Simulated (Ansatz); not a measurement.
# NaAu₂: pressure against volume

NaAu₂, Fd-3m, a = 7.851 Å. The structure is a COD entry; whether it is the stable form wasn't checked. Ansatz: r2SCAN, PAW, 500 eV, Γ-centred 8×8×8 mesh on 6 atoms, Gaussian smearing 0.10 eV; no spin polarisation. Symmetry fixes shape and atoms, so the cell is only scaled; pressure is positive in compression.

```
V (Å³/atom) P (GPa)
     18.952     6.10
     19.556     2.76
     20.161     0.01
     20.766    -2.26
     21.371        ?
```

Question: Take V0 = 20.161 Å³/atom, count pressures from its P0 = 0.01 GPa, fit the third-order Birch–Murnaghan form to the other rows, and predict the missing pressure.

Answer: With the Eulerian strain f = ½[(V0/V)^(2/3) − 1] and y = (P − P0)/[3f(1 + 2f)^(5/2)], the form is the line y = B0 + 1.5 B0 (B0′ − 4) f. Rows (f, y): 0.02104, 87.0; 0.01026, 84.9; -0.00976, 81.4. Means f = 0.007180, y = 84.433; Σ(Δf)² = 0.0004885, ΣΔfΔy = 0.08840; the slope is their ratio. y = 83.13 + 180.9 f GPa, so B0 = 83.1 GPa and B0′ = 4 + 2 × (180.9)/(3 × 83.13) = 5.45. At V = 21.371, f = -0.01906, y = 79.68 and P = -4.12 GPa. The run gave -4.11 GPa, so the fit is 0.01 GPa too low, a small miss on the scale of the series. The form still works here, 33 % of the fitted range beyond its end.

Spin–orbit coupling is left out, which can shift energies with elements as heavy as these.